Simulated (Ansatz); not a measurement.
BP (zinc blende)

```
BP
1.0
    0.00000     4.54829     4.54829
    2.27414     0.00000     2.27414
    2.27414     2.27414     0.00000
P B
2 2
Direct
  0.37500   0.75000   0.75000
  0.87500   0.75000   0.75000
  0.00000   0.00000   0.00000
  0.50000   0.00000   0.00000
```

A phonon eigenvector at L = (0.5, 0.0, 0.0) is frozen into this cell: atom i moves by Q times the vector below, so Q is the largest atomic displacement, in Å. The cell is held. It is one choice among 2 degenerate patterns. (q is in reciprocal vectors of the primitive cell; the cell shown is doubled to hold the pattern.)

```json
[
 {"atom": "P1", "x": "0.285", "y": "-0.520", "z": "0.805"},
 {"atom": "P2", "x": "-0.285", "y": "0.520", "z": "-0.805"},
 {"atom": "B3", "x": "-0.263", "y": "0.479", "z": "-0.742"},
 {"atom": "B4", "x": "0.263", "y": "-0.479", "z": "0.742"}
]
```

Level of theory: PBE (plane waves to 420 eV, PAW, scalar-relativistic; Ansatz, an electronic-structure program). k mesh 6×12×12 (Γ-centred), Fermi-Dirac smearing 0.05 eV. BP was relaxed with its symmetry unable to fall. The PAW data are Ansatz's earlier set.

At one point of the scan the forces (eV/Å) are:

| atom | Fx | Fy | Fz |
|---|---|---|---|
| P1 | -0.173 | 0.385 | -0.744 |
| P2 | 0.326 | -0.520 | 0.649 |
| B3 | 0.008 | -0.086 | 0.285 |
| B4 | -0.161 | 0.221 | -0.190 |

Question: Which point is it?
(A) Q = 0.180 Å
(B) Q = 0.030 Å
(C) Q = 0.150 Å
(D) Q = 0.090 Å

Answer: C, Q = 0.150 Å

(For displaced atoms, the force is minus the slope of the energy, and its curvature is a force constant, which sets phonon frequencies.)
